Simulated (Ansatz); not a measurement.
Relaxed-ion elastic tensor of Cl (molecular I2 type, Cmce) in GPa (Voigt order), LDA (plane waves, PAW; program Ansatz); density 2.63 g/cm³, 22.38 Å³ per atom.

```
22.9   8.4   1.7   0.0   0.0   0.0
 8.4  34.5  30.2   0.0   0.0   0.0
 1.7  30.2  65.0   0.0   0.0   0.0
 0.0   0.0   0.0  34.2   0.0   0.0
 0.0   0.0   0.0   0.0   3.7   0.0
 0.0   0.0   0.0   0.0   0.0   7.9
```

Q: Is the crystal mechanically stable?

A: Yes: the smallest eigenvalue of C is 3.7 GPa.

Q: Work out the Voigt, Reuss and Hill averages.

A: K_V = 22.6, K_R = 16.9, K_H = 19.7; G_V = 14.6, G_R = 7.7, G_H = 11.2 GPa.

Q: Give Young's modulus, Poisson's ratio, Pugh's ratio and the universal anisotropy index.

A: E = 9KG/(3K + G) = 28.2 GPa; ν = 0.26; K/G = 1.77 (near the Pugh limit of 1.75, no verdict); A_U = 5G_V/G_R + K_V/K_R − 6 = 4.87.

Q: Estimate the sound speeds and the Debye temperature.

A: v_l = √((K + 4G/3)/ρ) = 3630 m/s, v_t = √(G/ρ) = 2060 m/s, mean 2290 m/s; Θ = (h/k)(3n/4πV)^(1/3) v_m = 242 K.

Q: Solve the Christoffel equation for the three sound speeds along x, y, z.

A: Eigenvalues of C_ijkl n_j n_l equal ρv². In km/s, slowest first: x 1.19, 1.74, 2.95; y 1.74, 3.60, 3.62; z 1.19, 3.60, 4.97.

Q: How much does each axis shrink under pressure?

A: Linear compressibilities β_i = Σ_j S_ij (j = 1 to 3): x 39, y 12, z 8.9 per TPa.

The LDA relaxation kept the symmetry of its start. The substance is a gas or liquid at ambient conditions; this is its low-temperature solid. The volume lies over 15 % below that of the usual cell of this phase: another minimum, or an error of the functional. A crystal of weakly bound molecules computed without a dispersion correction: the cell and the soft elastic constants depend strongly on that.

Potentials: the later of the program's two PAW sets.
